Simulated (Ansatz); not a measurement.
Input and command of a plane-wave DFT calculation in Ansatz:

```yaml
crystal:
  lattice:
    - [5.1772749857, 0.0, 0.0]
    - [0.0, 6.3188241658, 0.0]
    - [0.0, 0.0, 3.9446348404]
  atoms:
    - { symbol: Ca, position: [0.2004, 0.3787, 0.0] }
    - { symbol: Ca, position: [0.7996, 0.6213, 0.0] }
    - { symbol: Ca, position: [0.7004, 0.1213, 0.5] }
    - { symbol: Ca, position: [0.2996, 0.8787, 0.5] }
    - { symbol: Pd, position: [0.0, 0.0, 0.0] }
    - { symbol: Pd, position: [0.5, 0.5, 0.5] }
basis:
  ecutwfc: 420
kpoints:
  mp_grid: { grid: [4, 4, 4] }
hamiltonian:
  xc: pbe
scf:
  occupations: { method: gaussian, width: 0.1 }
  lower_state_search: "off"
output:
  forces: true
  stress: true
  eigenvalues: true
```

```bash
ansatz run input.yaml --threads 1 --pin off --max-ram 2560MiB --backend cpu --events-out ev --progress --plain --runs-dir out
```

Processor: Arm Neoverse V2, 1 thread, on a host shared with other jobs.

Problem. Estimate time, memory and problem size.

Solution. About 9 s on 1 thread of Arm Neoverse V2, on a shared host, peak memory 0.4 GiB. It solves 46 bands at 27 k points (the mesh reduced by the symmetry that the task leaves, which can be less than the crystal's) with about 2525 plane waves, in 8 SCF iterations.
